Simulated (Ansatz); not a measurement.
An Ansatz (an electronic-structure program) run. Input:

Ansatz 0.2 input:
```yaml
crystal:
  lattice:
    - [6.0566920413, 2.0169185679, 0.0]
    - [-6.0566920413, 2.0169185679, 0.0]
    - [-1.3702326581, 0.0, 5.0040975921]
  atoms:
    - { symbol: Ni, position: [0.0, 0.0, 0.0] }
    - { symbol: Ni, position: [0.7840306525, 0.2159693475, 0.6640549865] }
    - { symbol: Ni, position: [0.2159693475, 0.7840306525, 0.3359450135] }
    - { symbol: Sn, position: [0.5724331525, 0.4275668475, 0.3129534632] }
    - { symbol: Sn, position: [0.4275668475, 0.5724331525, 0.6870465368] }
    - { symbol: Sn, position: [0.8287676534, 0.1712323466, 0.1888853441] }
    - { symbol: Sn, position: [0.1712323466, 0.8287676534, 0.8111146559] }
kpoints:
  mp_grid: { grid: [8, 8, 6] }
  band_path:
    path:
      - [[0.0, 0.0, 0.0], [0.2798020099, 0.2798020099, 0.0]]  # Γ-C
      - [[-0.2798020099, 0.7201979901, 0.0], [-0.5, 0.5, 0.0], [0.0, 0.0, 0.0], [-0.5, 0.5, 0.5], [-0.2614258817, 0.7385741183, 0.5]]  # C_2-Y_2-Γ-M_2-D
      - [[0.2614258817, 0.2614258817, 0.5], [0.0, 0.0, 0.5], [0.0, 0.0, 0.0]]  # D_2-A-Γ
      - [[0.0, 0.5, 0.5], [0.0, 0.0, 0.0], [0.0, 0.5, 0.0]]  # L_2-Γ-V_2
    npoints: 8
basis: { xc_grid: 2 }
hamiltonian:
  xc: pbesol
  pseudopotentials: { kind: paw }
magnetization: { noncollinear: true, spin_orbit: true }
scf:
  n_extra_bands: 14
  convergence: { dr2_threshold: 0.0000000001 }
  occupations: { method: gaussian, width: 0.05 }
output: { eigenvalues: true }
```

Output (shortened):

```
Pseudopotential: Ni, paw_fr, valence charge 18
Pseudopotential: Sn, paw_fr, valence charge 14
Functional definition: PBEsol
non-collinear run that drives no moment, with spin-orbit …
Crystal: 7 atoms, lattice volume = 122.259 Å³
Basis set: ecut = 420 eV, 2381 PW (Γ), exchange–correlation on 90×90×72 points (8 copies of the dense FFT grid, shifted against one another)
Bands: 124, of which v1, the nominal top of the filled ones, is band 110 counted from 1 (109 counted from 0)
Symmetry: 4 space group operations + 4 with time reversal
k-points: 114 of 384
Projection manifold: j_resolved (fully-relativistic pseudo-atomic orbitals)
SCF iter   1: F=—  HF=-41231.141498 eV  |F-HF|=—  |Δ(HF+E_count)|=         —  Δρ=1.72e-1  dr2=3.85e1  dr2_m=0.00e0 (ungated)  ethr=3.10e-3  |M|=0.00e0 ∫|m|=0.00e0 μB  |m|>n=0.0e0 m-floor=0.0e0 τ_xc=0.0e0  β_m=0.30  ⟨swp⟩=6.8  Hψ=33487  notcnv=0  defer=134
preconditioner: auto → Kerker (q_TF=auto, 2.681 Å⁻¹)
spin=Noncollinear: Kerker preconditioning applied to the charge; magnetization (m_x, m_y, m_z) channels mix plain (no charge-response kernel on spin).
SCF iter   2: F=—  HF=-41227.142559 eV  |F-HF|=—  |Δ(HF+E_count)|=    4.00e0  Δρ=5.35e-2  dr2=3.51e0  dr2_m=0.00e0 (ungated)  ethr=3.10e-3  |M|=0.00e0 ∫|m|=0.00e0 μB  |m|>n=0.0e0 m-floor=0.0e0 τ_xc=0.0e0  β_m=0.29  ⟨swp⟩=3.7  Hψ=15503  notcnv=0  defer=916
SCF iter   3: F=—  HF=-41226.361563 eV  |F-HF|=—  |Δ(HF+E_count)|=   7.81e-1  Δρ=3.42e-2  dr2=4.00e0  dr2_m=0.00e0 (ungated)  ethr=3.10e-3  |M|=0.00e0 ∫|m|=0.00e0 μB  |m|>n=0.0e0 m-floor=0.0e0 τ_xc=0.0e0  β_m=0.44  ⟨swp⟩=2.0  Hψ=10504  notcnv=0  defer=920
SCF iter   4: F=—  HF=-41225.372547 eV  |F-HF|=—  |Δ(HF+E_count)|=   9.89e-1  Δρ=4.33e-2  dr2=1.42e0  dr2_m=0.00e0 (ungated)  ethr=3.10e-3  |M|=0.00e0 ∫|m|=0.00e0 μB  |m|>n=0.0e0 m-floor=0.0e0 τ_xc=0.0e0  β_m=0.72  ⟨swp⟩=3.2  Hψ=9915  notcnv=0  defer=920
SCF iter   5: F=—  HF=-41225.388728 eV  |F-HF|=—  |Δ(HF+E_count)|=   1.62e-2  Δρ=3.22e-2  dr2=1.04e0  dr2_m=0.00e0 (ungated)  ethr=1.30e-3  |M|=0.00e0 ∫|m|=0.00e0 μB  |m|>n=0.0e0 m-floor=0.0e0 τ_xc=0.0e0  β_m=0.55  ⟨swp⟩=2.1  Hψ=10365  notcnv=0  defer=920
SCF iter   6: F=—  HF=-41225.367534 eV  |F-HF|=—  |Δ(HF+E_count)|=   2.12e-2  Δρ=2.72e-2  dr2=9.56e-1  dr2_m=0.00e0 (ungated)  ethr=9.46e-4  |M|=0.00e0 ∫|m|=0.00e0 μB  |m|>n=0.0e0 m-floor=0.0e0 τ_xc=0.0e0  β_m=0.43  ⟨swp⟩=2.3  Hψ=8933  notcnv=0  defer=920
SCF iter   7: F=—  HF=-41225.294213 eV  |F-HF|=—  |Δ(HF+E_count)|=   7.33e-2  Δρ=1.53e-2  dr2=2.87e-1  dr2_m=0.00e0 (ungated)  ethr=8.69e-4  |M|=0.00e0 ∫|m|=0.00e0 μB  |m|>n=0.0e0 m-floor=0.0e0 τ_xc=0.0e0  β_m=0.72  ⟨swp⟩=2.1  Hψ=8625  notcnv=0  defer=918
SCF iter   8: F=—  HF=-41225.267912 eV  |F-HF|=—  |Δ(HF+E_count)|=   2.63e-2  Δρ=1.18e-3  dr2=2.10e-3  dr2_m=0.00e0 (ungated)  ethr=2.61e-4  |M|=0.00e0 ∫|m|=0.00e0 μB  |m|>n=0.0e0 m-floor=0.0e0 τ_xc=0.0e0  β_m=0.84  ⟨swp⟩=2.1  Hψ=8658  notcnv=0  defer=918
SCF iter  18: F=-41225.267862 eV  HF=-41225.267862 eV  |F-HF|=2.18e-11  |Δ(HF+E_count)|=  2.18e-11  Δρ=1.41e-7  dr2=2.50e-11  dr2_m=0.00e0 (ungated)  ethr=1.00e-12  |M|=0.00e0 ∫|m|=0.00e0 μB  |m|>n=0.0e0 m-floor=0.0e0 τ_xc=0.0e0  ⟨swp⟩=9.8  Hψ=25763  notcnv=0
SCF 1 converged in 18 iterations: F = -41225.267862 eV  dr2 = 2.50e-11
NSCF: frozen V_eff on 76 k-points
SCF converged after 18 iterations
Magnetization: |M| = 0.0000 μB,  M = (+0.0000, +0.0000, +0.0000) μB
Absolute magnetization: 0.0000 μB (∫|m|)
  site 0: m = (+0.0000, +0.0000, +0.0000) μB, |m| = 0.0000 μB  (R = 1.04 Å)
  site 1: m = (+0.0000, +0.0000, +0.0000) μB, |m| = 0.0000 μB  (R = 1.08 Å)
  site 2: m = (+0.0000, +0.0000, +0.0000) μB, |m| = 0.0000 μB  (R = 1.08 Å)
  site 3: m = (+0.0000, +0.0000, +0.0000) μB, |m| = 0.0000 μB  (R = 1.07 Å)
  site 4: m = (+0.0000, +0.0000, +0.0000) μB, |m| = 0.0000 μB  (R = 1.07 Å)
  site 5: m = (+0.0000, +0.0000, +0.0000) μB, |m| = 0.0000 μB  (R = 1.04 Å)
  site 6: m = (+0.0000, +0.0000, +0.0000) μB, |m| = 0.0000 μB  (R = 1.04 Å)
Free energy (F): -41225.267862 eV
Harris-Foulkes:  -41225.267862 eV  (|F-HF|=2.18e-11)
Internal energy: -41225.264768 eV  (E = F + TS)
E sigma→0 (E₀):  -41225.266315 eV
Entropy (-TS):   -0.003094 eV (-0.442 meV/atom)
Fermi energy:    14.669895 eV
--- Per-component energies (eV) ---
  E_band       = -1145.557384
  E_kinetic    = 1614.161372
  E_local      = -16083.532459  (includes V_loc(G=0)·N_el)
  E_nonlocal   = 1802.549770
  E_hartree    = 7634.488832
  E_xc         = -1773.649892
  E_vxc        = -719.763032  (∫ρ·V_xc dr)
  E_paw        = -21076.450669  (= ΣΔE_a)
  E_vpaw       = -3027.952428  (= ΣTr[D̂ρ^β])
  E_aug_tail   = 0.001494  (compensation charges beyond the density's cutoff)
  E_ewald      = -13344.580989
  E_core_change = 1.747773  (= ΣΔE_core)
  E_smearing   = -0.003094  (= −TS)
  E_closure    =  0.000000  (closes the sum)
  Σ components = -41225.267862   (vs F -41225.267862, Δ=0.00e0)
  [band-id]    e_kinetic+e_local+e_nonlocal+2·e_hartree+e_vxc+e_vpaw+e_augmentation_tail = -1145.557620   (vs E_band -1145.557384, Δ=-2.36e-4)
--- Band table (eV; the first three rows and the last of 114) ---
  k-point 0: bands = ["-88.1777", "-88.1777", "-88.1325", "-88.1325", "-88.1270", "-88.1270", "-50.2288", "-50.2288", "-50.1893", "-50.1893", "-50.1728", "-50.1728", "-48.0679", "-48.0679", "-48.0220", "-48.0220", "-48.0064", "-48.0064", "-47.9953", …
  k-point 1: bands = ["-88.1777", "-88.1777", "-88.1325", "-88.1325", "-88.1270", "-88.1270", "-50.2288", "-50.2288", "-50.1892", "-50.1892", "-50.1728", "-50.1728", "-48.0679", "-48.0679", "-48.0221", "-48.0221", "-48.0060", "-48.0060", "-47.9960", …
  k-point 2: bands = ["-88.1777", "-88.1777", "-88.1325", "-88.1325", "-88.1270", "-88.1270", "-50.2289", "-50.2289", "-50.1891", "-50.1891", "-50.1730", "-50.1730", "-48.0679", "-48.0679", "-48.0223", "-48.0223", "-48.0050", "-48.0050", "-47.9974", …
  k-point 113: bands = ["-88.1777", "-88.1777", "-88.1325", "-88.1325", "-88.1270", "-88.1270", "-50.2288", "-50.2288", "-50.1893", "-50.1893", "-50.1728", "-50.1728", "-48.0679", "-48.0679", "-48.0221", "-48.0221", "-48.0064", "-48.0064", "-47.9954", …
```

Cost: about 13 core-minutes (a rough figure) on shared cores.

Space group C2/m. The workflow started from a Materials Project entry (that database holds measured and hypothetical structures alike); the Crystallography Open Database files this formula in space group No. 12, but the cells were not matched. Whether it is the stable phase at ambient conditions was not checked. Symmetry was held in the PBEsol relaxation; of distortions, only those at the zone centre were tested. No spin polarisation was allowed.

Potentials: the later of the program's two PAW sets.

Ansatz is a plane-wave DFT program.
